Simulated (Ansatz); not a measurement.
Relaxed-ion elastic tensor of ZrC (rock salt, Fm-3m) in GPa (Voigt order), LDA in the plane-wave PAW code Ansatz; density 6.86 g/cm³, 12.50 Å³ per atom.

```
522  110  110  0.0  0.0  0.0
110  522  110  0.0  0.0  0.0
110  110  522  0.0  0.0  0.0
0.0  0.0  0.0  160  0.0  0.0
0.0  0.0  0.0  0.0  160  0.0
0.0  0.0  0.0  0.0  0.0  160
```

### Question
Is the crystal mechanically stable?

### Answer
Yes: the smallest eigenvalue of C is 160 GPa.

### Question
Work out the Voigt, Reuss and Hill averages.

### Answer
K_V = 247, K_R = 247, K_H = 247; G_V = 178, G_R = 175, G_H = 177 GPa.

### Question
Give Young's modulus, Poisson's ratio, Pugh's ratio and the universal anisotropy index.

### Answer
E = 9KG/(3K + G) = 428 GPa; ν = 0.21; K/G = 1.40 (brittle by the Pugh limit of 1.75); A_U = 5G_V/G_R + K_V/K_R − 6 = 0.08.

### Question
Estimate the sound speeds and the Debye temperature.

### Answer
v_l = √((K + 4G/3)/ρ) = 8390 m/s, v_t = √(G/ρ) = 5080 m/s, mean 5610 m/s; Θ = (h/k)(3n/4πV)^(1/3) v_m = 720 K.

### Question
Give the Zener ratio and Young's modulus along [100], [110] and [111].

### Answer
A = 2C44/(C11 − C12) = 0.78; 1/E = S11 − 2(S11 − S12 − S44/2)Γ with Γ = 0, 1/4, 1/3 gives 483, 413, 394 GPa.

### Question
Solve the Christoffel equation for the three sound speeds along [100], [110], [111].

### Answer
Eigenvalues of C_ijkl n_j n_l equal ρv². In km/s, slowest first: [100] 4.83, 4.83, 8.72; [110] 4.83, 5.48, 8.33; [111] 5.27, 5.27, 8.19.

Symmetry was held in the LDA relaxation; of distortions, only those at the zone centre were tested. The run is not spin-polarised. As this level gives no gap, shear constants depend on the k-mesh and smearing (Fermi–Dirac, 0.1 eV here).

Potentials: the later of the program's two PAW sets.
